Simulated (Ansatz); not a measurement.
GaAs:
```xyz
2
Lattice="0.0000 2.8013 2.8013 2.8013 0.0000 2.8013 2.8013 2.8013 0.0000" Properties=species:S:1:pos:R:3 pbc="T T T"
Ga     0.0000     0.0000     0.0000
As     4.2020     4.2020     4.2020
```

Tensor components refer to the Cartesian frame of this cell.

### Question
Give the high-frequency dielectric tensor and the Born effective charge tensors of the independent atoms from DFPT, plane-wave PAW LDA (Ansatz code).

### Answer

ε∞:
```
14.0  0.00  0.00
0.00  14.0  0.00
0.00  0.00  14.0
```
Z* of atom 1 (Ga), rows: field, columns: displacement, in e:
```
2.06  0.00  0.00
0.00  2.06  0.00
0.00  0.00  2.06
```
Z* of atom 2 (As), rows: field, columns: displacement, in e:
```
-2.06   0.00   0.00
 0.00  -2.06   0.00
 0.00   0.00  -2.06
```

Space group F-43m (zinc blende). The LDA relaxation kept the symmetry of its start. Scalar-relativistic: spin–orbit coupling is off unless named, which matters more the heavier the elements.

Potentials: the earlier of the program's two PAW sets. The files were generated under PBE; for other functionals the program regenerates the frozen cores, and for LDA and PBEsol the local potential too.
